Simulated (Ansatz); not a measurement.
Consider the following.

GeSe:
```
CELL_PARAMETERS angstrom
     10.63031     0.00000     0.00000
      0.00000     3.83294     0.00000
      0.00000     0.00000     4.20004
ATOMIC_POSITIONS crystal
  Ge 0.11947 0.25000 0.10539
  Ge 0.38053 0.75000 0.60539
  Ge 0.88053 0.75000 0.89461
  Ge 0.61947 0.25000 0.39461
  Se 0.85640 0.25000 0.49190
  Se 0.64360 0.75000 0.99190
  Se 0.14360 0.75000 0.50810
  Se 0.35640 0.25000 0.00810
```

This is the LDA-relaxed structure.

Problem. All from DFT-LDA in the program Ansatz with PAW potentials, unless another level is named. Give the electron effective mass with spin–orbit coupling.

Solution. 0.062, 0.98, 1.1 mₑ (principal values).

Problem. Next, the smallest direct gap on the standard path?

Solution. 0.63 eV.

Problem. Next, the HSE06 gap on the LDA cell?

Solution. 0.75 eV.

Space group Pnma. The LDA relaxation kept the symmetry of its start. A crystal of weakly bound layers computed without a dispersion correction: the cell and the soft elastic constants depend strongly on that. Spin–orbit coupling is left out wherever it is not named.

Potentials: the later of the program's two PAW sets.
